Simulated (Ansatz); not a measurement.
An Ansatz (a program for electronic structure) run. Input:

Ansatz 0.2 input:
```yaml
crystal:
  lattice:
    - [0.0, 2.8791761811, 2.8791761811]
    - [2.8791761811, 0.0, 2.8791761811]
    - [2.8791761811, 2.8791761811, 0.0]
  atoms:
    - { symbol: Ga, position: [0.0, 0.0, 0.0] }
    - { symbol: Ga, position: [0.25, 0.25, 0.25] }
kpoints:
  mp_grid: { grid: [9, 9, 9] }
  band_path:
    path:
      - [[0.0, 0.0, 0.0], [0.5, 0.0, 0.5], [0.625, 0.25, 0.625]]  # Γ-X-U
      - [[0.375, 0.375, 0.75], [0.0, 0.0, 0.0], [0.5, 0.5, 0.5], [0.5, 0.25, 0.75], [0.5, 0.0, 0.5]]  # K-Γ-L-W-X
    npoints: 12
basis: { xc_grid: 2 }
hamiltonian:
  xc: pbesol
  pseudopotentials: { kind: paw }
magnetization: { noncollinear: true, spin_orbit: true }
scf:
  n_extra_bands: 12
  convergence: { dr2_threshold: 0.0000000001 }
  occupations: { method: gaussian, width: 0.05 }
output: { eigenvalues: true }
```

Output (shortened):

```
Pseudopotential: Ga, paw_fr, valence charge 13
Functional definition: PBEsol
non-collinear run that drives no moment, with spin-orbit …
Crystal: 2 atoms, lattice volume = 47.735 Å³
Basis set: ecut = 420 eV, 941 PW (Γ), exchange–correlation on 60×60×60 points (8 copies of the dense FFT grid, shifted against one another)
Bands: 38, of which v1, the nominal top of the filled ones, is band 26 counted from 1 (25 counted from 0)
Symmetry: 48 space group operations + 48 with time reversal
k-points: 35 of 729
Projection manifold: j_resolved (fully-relativistic pseudo-atomic orbitals)
SCF iter   1: F=—  HF=-7485.912305 eV  |F-HF|=—  |Δ(HF+E_count)|=         —  Δρ=2.23e-2  dr2=1.73e-1  dr2_m=0.00e0 (ungated)  ethr=3.10e-3  |M|=0.00e0 ∫|m|=0.00e0 μB  |m|>n=0.0e0 m-floor=0.0e0 τ_xc=0.0e0  β_m=0.30  ⟨swp⟩=5.9  Hψ=3011  notcnv=0  defer=54
preconditioner: auto → Kerker (q_TF=auto, 2.466 Å⁻¹)
spin=Noncollinear: Kerker preconditioning applied to the charge; magnetization (m_x, m_y, m_z) channels mix plain (no charge-response kernel on spin).
SCF iter   2: F=—  HF=-7485.883451 eV  |F-HF|=—  |Δ(HF+E_count)|=   2.89e-2  Δρ=1.65e-2  dr2=8.87e-2  dr2_m=0.00e0 (ungated)  ethr=6.64e-4  |M|=0.00e0 ∫|m|=0.00e0 μB  |m|>n=0.0e0 m-floor=0.0e0 τ_xc=0.0e0  β_m=0.53  ⟨swp⟩=2.8  Hψ=1161  notcnv=0  defer=236
preconditioner: auto → none
SCF iter   3: F=—  HF=-7485.874738 eV  |F-HF|=—  |Δ(HF+E_count)|=   8.71e-3  Δρ=5.05e-3  dr2=8.15e-3  dr2_m=0.00e0 (ungated)  ethr=3.41e-4  |M|=0.00e0 ∫|m|=0.00e0 μB  |m|>n=0.0e0 m-floor=0.0e0 τ_xc=0.0e0  β_m=0.59  ⟨swp⟩=2.0  Hψ=611  notcnv=0  defer=236
SCF iter   4: F=—  HF=-7485.874854 eV  |F-HF|=—  |Δ(HF+E_count)|=   1.16e-4  Δρ=7.06e-4  dr2=7.84e-5  dr2_m=0.00e0 (ungated)  ethr=3.14e-5  |M|=0.00e0 ∫|m|=0.00e0 μB  |m|>n=0.0e0 m-floor=0.0e0 τ_xc=0.0e0  β_m=0.80  ⟨swp⟩=2.1  Hψ=1099  notcnv=0  defer=236
SCF iter   5: F=—  HF=-7485.875030 eV  |F-HF|=—  |Δ(HF+E_count)|=   1.76e-4  Δρ=1.36e-4  dr2=5.08e-6  dr2_m=0.00e0 (ungated)  ethr=3.01e-7  |M|=0.00e0 ∫|m|=0.00e0 μB  |m|>n=0.0e0 m-floor=0.0e0 τ_xc=0.0e0  β_m=0.76  ⟨swp⟩=2.0  Hψ=995  notcnv=0  defer=236
SCF iter   6: F=—  HF=-7485.875027 eV  |F-HF|=—  |Δ(HF+E_count)|=   2.90e-6  Δρ=9.31e-6  dr2=1.96e-8  dr2_m=0.00e0 (ungated)  ethr=1.95e-8  |M|=0.00e0 ∫|m|=0.00e0 μB  |m|>n=0.0e0 m-floor=0.0e0 τ_xc=0.0e0  β_m=0.80  ⟨swp⟩=2.1  Hψ=975  notcnv=0  defer=236
SCF iter   7: F=—  HF=-7485.875027 eV  |F-HF|=—  |Δ(HF+E_count)|=   1.05e-7  Δρ=1.00e-6  dr2=1.75e-10  dr2_m=0.00e0 (ungated)  ethr=7.54e-11  |M|=0.00e0 ∫|m|=0.00e0 μB  |m|>n=0.0e0 m-floor=0.0e0 τ_xc=0.0e0  β_m=0.85  ⟨swp⟩=2.3  Hψ=984  notcnv=0  defer=236
SCF iter   8: F=-7485.875027 eV  HF=-7485.875027 eV  |F-HF|=9.09e-13  |Δ(HF+E_count)|=  1.54e-10  Δρ=6.45e-8  dr2=1.12e-12  dr2_m=0.00e0 (ungated)  ethr=1.00e-12  |M|=0.00e0 ∫|m|=0.00e0 μB  |m|>n=0.0e0 m-floor=0.0e0 τ_xc=0.0e0  ⟨swp⟩=7.2  Hψ=2336  notcnv=0
SCF 1 converged in 8 iterations: F = -7485.875027 eV  dr2 = 1.12e-12
NSCF: frozen V_eff on 74 k-points
SCF converged after 8 iterations
Magnetization: |M| = 0.0000 μB,  M = (+0.0000, +0.0000, +0.0000) μB
Absolute magnetization: 0.0000 μB (∫|m|)
  site 0: m = (+0.0000, +0.0000, +0.0000) μB, |m| = 0.0000 μB  (R = 1.03 Å)
  site 1: m = (+0.0000, +0.0000, +0.0000) μB, |m| = 0.0000 μB  (R = 1.03 Å)
Free energy (F): -7485.875027 eV
Harris-Foulkes:  -7485.875027 eV  (|F-HF|=9.09e-13)
Internal energy: -7485.872363 eV  (E = F + TS)
E sigma→0 (E₀):  -7485.873695 eV
Entropy (-TS):   -0.002664 eV (-1.332 meV/atom)
Fermi energy:    6.141009 eV
--- Per-component energies (eV) ---
  E_band       = -155.303081
  E_kinetic    = 229.925696
  E_local      = -4210.270211  (includes V_loc(G=0)·N_el)
  E_nonlocal   = 845.834223
  E_hartree    = 1952.387722
  E_xc         = -137.293886
  E_vxc        = -116.143256  (∫ρ·V_xc dr)
  E_paw        = -3891.670168  (= ΣΔE_a)
  E_vpaw       = -809.424804  (= ΣTr[D̂ρ^β])
  E_aug_tail   = -0.000194  (compensation charges beyond the density's cutoff)
  E_ewald      = -2276.517335
  E_core_change = 1.731790  (= ΣΔE_core)
  E_smearing   = -0.002664  (= −TS)
  E_closure    = 0.000000  (closes the sum)
  Σ components = -7485.875027   (vs F -7485.875027, Δ=0.00e0)
  [band-id]    e_kinetic+e_local+e_nonlocal+2·e_hartree+e_vxc+e_vpaw+e_augmentation_tail = -155.303102   (vs E_band -155.303081, Δ=-2.12e-5)
--- Band table (eV; the first three rows and the last of 35) ---
  k-point 0: bands = ["-8.8076", "-8.8076", "-8.8076", "-8.8076", "-8.7213", "-8.7213", "-8.7213", "-8.7213", "-8.4582", "-8.4582", "-8.2041", "-8.2041", "-8.2041", "-8.2041", "-8.0956", "-8.0956", "-8.0956", "-8.0956", "-8.0557", "-8.0557", "-3.5146", …
  k-point 1: bands = ["-8.8105", "-8.8105", "-8.8045", "-8.8045", "-8.7260", "-8.7260", "-8.7165", "-8.7165", "-8.4461", "-8.4461", "-8.2166", "-8.2166", "-8.2063", "-8.2063", "-8.0920", "-8.0920", "-8.0918", "-8.0918", "-8.0568", "-8.0568", "-3.3579", …
  k-point 2: bands = ["-8.8149", "-8.8149", "-8.7960", "-8.7960", "-8.7364", "-8.7364", "-8.7075", "-8.7075", "-8.4175", "-8.4175", "-8.2441", "-8.2441", "-8.2102", "-8.2102", "-8.0884", "-8.0884", "-8.0831", "-8.0831", "-8.0583", "-8.0583", "-2.8948", …
  k-point 34: bands = ["-8.8228", "-8.8228", "-8.8136", "-8.8136", "-8.7182", "-8.7182", "-8.6765", "-8.6765", "-8.3388", "-8.3388", "-8.2663", "-8.2663", "-8.2364", "-8.2364", "-8.2056", "-8.2056", "-8.0517", "-8.0517", "-7.9921", "-7.9921", "0.1215", …
```

Cost: roughly 19 core-seconds on shared cores.

Space group Fd-3m (diamond). The start of the workflow was typed in or built on a structure type; neither database checked (COD, Materials Project) lists it. It is not the phase usual at ambient conditions (space group No. 64). Symmetry was held in the PBEsol relaxation. At this level the phase is mechanically unstable. The volume moved by -22 % from the start of the relaxation.

Potentials: the later of the program's two PAW sets.

Ansatz is a plane-wave DFT program.
